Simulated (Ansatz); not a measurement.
SiS₂:
Space group Ibam (No. 72); a = 5.542 Å, b = 9.648 Å, c = 5.523 Å, α = 90.00°, β = 90.00°, γ = 90.00°

```csv
atom,site,symmetry,x,y,z
S,8j,..m,0.2098,0.1174,0.0000
Si,4a,222,0.0000,0.0000,0.2500
```
(The calculation used a cell of 6 atoms; values per cell refer to that cell.)

Relaxed with r²SCAN+D4.

Question: Tabulate the valence density and the electron localisation function along the shortest S–Si contact (2.13 Å), r²SCAN+D4 in the plane-wave PAW code Ansatz.

Answer: 

```
distance from S (Å)  density (e/Å³)   ELF
-------------------  --------------  ----
0.21                           0.30  0.02
0.32                           0.65  0.12
0.43                           0.97  0.36
0.53                           1.18  0.62
0.64                           1.24  0.77
0.75                           1.19  0.84
0.85                           1.07  0.87
0.96                           0.95  0.88
1.07                           0.84  0.89
1.17                           0.77  0.89
1.28                           0.69  0.88
1.39                           0.61  0.84
1.49                           0.51  0.73
1.60                           0.38  0.53
1.71                           0.25  0.31
1.81                           0.15  0.22
1.92                           0.08  0.29
```

The density is the valence pseudo-density with augmentation charge, so density and ELF within about 1 Å of a nucleus are not all-electron values.

The cell was relaxed with r²SCAN+D4 under the symmetry of its start.

Potentials: the later of the program's two PAW sets.
